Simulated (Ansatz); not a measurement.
# Be$_{4}$Mo: relaxed-ion elastic tensor

The calculation used Ansatz 0.2.0, DFT PBE, scalar-relativistic, plane waves, PAW. Plane waves to 420 eV; Γ-centred k mesh 12×12×8; Fermi-Dirac smearing of 0.15 eV. No spin polarisation.

The cell, relaxed at this level:
```yaml
crystal:
  lattice:
    - [3.25105, 0.00000, 0.00000]
    - [0.00000, 3.25105, 0.00000]
    - [0.00000, 0.00000, 4.41974]
  atoms:
    - { symbol: Be, position: [0.50000, 0.50000, 0.28149] }
    - { symbol: Be, position: [0.00000, 0.50000, 0.00000] }
    - { symbol: Be, position: [0.50000, 0.50000, 0.71851] }
    - { symbol: Be, position: [0.50000, 0.00000, 0.00000] }
    - { symbol: Mo, position: [0.00000, 0.00000, 0.50000] }
```

The cell was found from a structure generator's guess, not taken from experiment. In a metal, frequencies and elastic constants depend on the k mesh and the smearing, soft modes and shear constants most.

Question: Give the relaxed-ion elastic constants (GPa, Voigt order xx yy zz yz xz xy, on the Cartesian axes of the cell above).

Answer:
C11 = 329.7, C12 = 84.8, C13 = 88.7, C22 = 329.7, C23 = 88.7, C33 = 283.8, C44 = 181.7, C55 = 181.7, C66 = 186.2 GPa; the others vanish.

Question: Is the crystal stable against homogeneous strain?

Answer: Yes: the least eigenvalue of the tensor is 181.7 GPa.

Question: And the moduli of a polycrystal (Hill averages)?

Answer: B = 163 GPa, G = 151 GPa, E = 346 GPa, ν = 0.15.
